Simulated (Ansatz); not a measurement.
## Computed energy over volume and axial ratio: SrTiO3 (cubic perovskite)

SrTiO₃ (cubic perovskite)

```yaml
crystal:
  lattice:
    - [3.93649, 0.00000, 0.00000]
    - [0.00000, 3.93649, 0.00000]
    - [0.00000, 0.00000, 3.93649]
  atoms:
    - { symbol: Sr, position: [0.00000, 0.00000, 0.00000] }
    - { symbol: Ti, position: [0.50000, 0.50000, 0.50000] }
    - { symbol: O, position: [0.00000, 0.50000, 0.50000] }
    - { symbol: O, position: [0.50000, 0.50000, 0.00000] }
    - { symbol: O, position: [0.50000, 0.00000, 0.50000] }
```

Grid over V/V₀ and (c/a)/(c/a)₀, subscript 0 meaning the relaxed cell; the conventional c axis lies along z; no internal relaxation.

These are PBE (plane waves to 420 eV, PAW, scalar-relativistic; Ansatz, an electronic-structure program) values and carry that method's errors. k mesh 8×8×8 (Γ-centred), Fermi-Dirac smearing 0.05 eV. The energy includes the smearing's −TS. Stress and pressure are positive under compression. SrTiO3 is run without spin polarisation. SrTiO3 was relaxed with its symmetry unable to fall. The PAW data are Ansatz's earlier set. ΔE is measured from the relaxed starting cell.

ΔE (kJ/mol of atoms), with V/V₀ across and (c/a)/(c/a)₀ down:

```tsv
(c/a)/(c/a)₀ \ V/V₀	0.960	0.980	1.000	1.020	1.040
0.960	2.14	1.25	0.92	1.10	1.73
0.980	1.34	0.50	0.22	0.44	1.12
1.000	1.08	0.26	0.00	0.24	0.93
1.020	1.32	0.48	0.20	0.43	1.11
1.040	1.99	1.10	0.78	0.96	1.60
```

σzz − σxx (GPa), with V/V₀ across and (c/a)/(c/a)₀ down:

```csv
(c/a)/(c/a)₀ \ V/V₀,0.960,0.980,1.000,1.020,1.040
0.960,11.3,10.3,9.5,8.6,7.9
0.980,5.4,4.9,4.5,4.1,3.7
1.000,0.0,0.0,0.0,0.0,0.0
1.020,-5.0,-4.6,-4.1,-3.8,-3.4
1.040,-9.7,-8.8,-8.0,-7.2,-6.6
```

Key numbers:

```
Quantity                                                                                            Value
-----------------------------------------------------  --------------------------------------------------
Shear modulus C′ = (C11 − C12)/2 (fit, atoms clamped)                                             108 GPa
Lowest place on the grid                                V/V₀ = 1.000, (c/a)/(c/a)₀ = 1.000 (0.0 meV/atom)
Highest place on the grid                              V/V₀ = 0.960, (c/a)/(c/a)₀ = 0.960 (22.2 meV/atom)
```

(Under strain, the slope of the energy per volume gives the stress and its curvature an elastic modulus.)
